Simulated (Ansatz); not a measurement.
# Course of a relaxation: Na3Zn2N

A trial structure of Na3Zn2N was built thus: random cell by space group and Wyckoff sites (R-3m, No. 166). Lengths were set from tabulated atomic sizes, so they are only a guess.

```xyz
6
Lattice="3.6351 2.0987 3.9624 -3.6351 2.0987 3.9624 0.0000 -4.1974 3.9624" Properties=species:S:1:pos:R:3 pbc="T T T"
Na    0.0000    0.0000    5.9436
Na    0.0000    0.0000   10.8685
Na    0.0000    0.0000    1.0187
Zn    0.0000    0.0000    9.2703
Zn    0.0000    0.0000    2.6169
N     0.0000    0.0000    0.0000
```

Method: DFT PBE, scalar-relativistic, plane waves, PAW (Ansatz 0.2.0). Cutoff 420 eV, Gaussian smearing, Γ-centred meshes. Cell and atoms relax first on a coarse mesh and then on a finer one. In between, the cell is made exact in the group found at 0.06 Å. In metals the finer mesh still leaves noise of several meV/atom or more. The steps can't lower the symmetry of their start. No spin polarisation in the relaxation; trial moments died out in a coarse test.

Steps on the 3×3×3 mesh (6 atoms, 56 steps). The free energy counts from the last step; some steps are skipped; the plane-wave basis is renewed at times, which shifts energy and pressure.

| step | ΔF (meV/atom) | V (Å³/atom) | P (GPa) | largest force component (eV/Å) |
| --- | --- | --- | --- | --- |
| 1 | 9252.6 | 30.23 | 60.08 | 57.526 |
| 5 | 1278.1 | 34.71 | 6.16 | 3.309 |
| 9 | 639.8 | 25.14 | -1.32 | 0.130 |
| 14 | 519.8 | 17.98 | -0.99 | 0.396 |
| 18 | 514.8 | 17.75 | 0.00 | 0.000 |
| 22 | 346.4 | 18.20 | 1.81 | 0.069 |
| 26 | 287.8 | 18.61 | 0.75 | 0.093 |
| 31 | 202.2 | 19.39 | 1.98 | 0.035 |
| 35 | 146.7 | 20.70 | 0.87 | 0.026 |
| 39 | 132.2 | 21.46 | 0.06 | 0.033 |
| 43 | 84.8 | 21.91 | 1.49 | 0.035 |
| 48 | 26.9 | 23.54 | 0.93 | 0.092 |
| 52 | 5.7 | 24.66 | 0.44 | 0.004 |
| 56 | 0.0 | 25.69 | -0.04 | 0.018 |

Steps on the 6×6×6 mesh (6 atoms, 12 steps). The free energy counts from the last step; some steps are skipped; the plane-wave basis is renewed at times, which shifts energy and pressure.

| step | ΔF (meV/atom) | V (Å³/atom) | P (GPa) | largest force component (eV/Å) |
| --- | --- | --- | --- | --- |
| 1 | 112.1 | 25.69 | 0.00 | 0.252 |
| 2 | 109.2 | 25.52 | 0.02 | 0.258 |
| 3 | 96.7 | 24.64 | 0.00 | 0.278 |
| 5 | 61.0 | 22.82 | -0.18 | 0.226 |
| 6 | 27.5 | 21.62 | 0.26 | 0.079 |
| 7 | 22.3 | 20.21 | 0.74 | 0.715 |
| 8 | 14.1 | 20.98 | 1.24 | 0.589 |
| 10 | 2.2 | 21.56 | 0.10 | 0.010 |
| 11 | 0.4 | 22.02 | -0.08 | 0.021 |
| 12 | 0.0 | 22.02 | -0.06 | 0.021 |

The relaxed structure, after a last relaxation on the converged mesh:

```cif
data_structure
_symmetry_space_group_name_H-M 'P 1'
_symmetry_Int_Tables_number 1
_cell_length_a 13.2989
_cell_length_b 13.2989
_cell_length_c 13.2989
_cell_angle_alpha 14.666
_cell_angle_beta 14.666
_cell_angle_gamma 14.666
_cell_volume 131.28
loop_
_atom_site_label
_atom_site_type_symbol
_atom_site_fract_x
_atom_site_fract_y
_atom_site_fract_z
_atom_site_occupancy
Na1 Na 0.50000 0.50000 0.50000 1
Na2 Na 0.91400 0.91400 0.91400 1
Na3 Na 0.08600 0.08600 0.08600 1
Zn1 Zn 0.64217 0.64217 0.64217 1
Zn2 Zn 0.35783 0.35783 0.35783 1
N1 N 0.00000 0.00000 0.00000 1
```

The symmetry stays R-3m (No. 166). The volume per atom shrinks by 27.6 %, from 30.2 to 21.9 Å³. The shortest distance goes from 1.02 Å (Na–N) to 2.19 Å (Zn–N). The ratio c/a of the conventional cell changes by a factor of 7.11. The energy falls by about 9.3 eV/atom (the start's value is from the coarse mesh). The end is written in a standard setting, so origin, axes and order of atoms can differ from the start's. Na on a site of symmetry -3m has 6 Na at 3.39 Å and 6 Na at 3.74 Å; around Zn lie 3 N at 2.19 Å, 3 Zn at 2.75 Å and 3 Na at 3.12 Å; N is surrounded by 6 Zn at 2.19 Å, 2 Na at 3.39 Å and 6 N at 3.39 Å; 1 more site not described.

```
Volume per atom                             : 21.88 Å³
Density                                     : 2.70 g/cm³
Energy over the elements                    : +0.23 eV/atom
Gap on the 12×12×12 mesh of the 6-atom cell : 0 eV (a metal)
```

The zero of energy is the elements' standard structures at the same level (N₂ as a molecule); no fitted shifts are applied.

The last run used Gaussian smearing of 0.10 eV. A structure relaxed within its symmetry needn't be a true minimum. In all, the 4 runs took 9.3 min on 1 thread of Arm Neoverse V1, on a shared host.
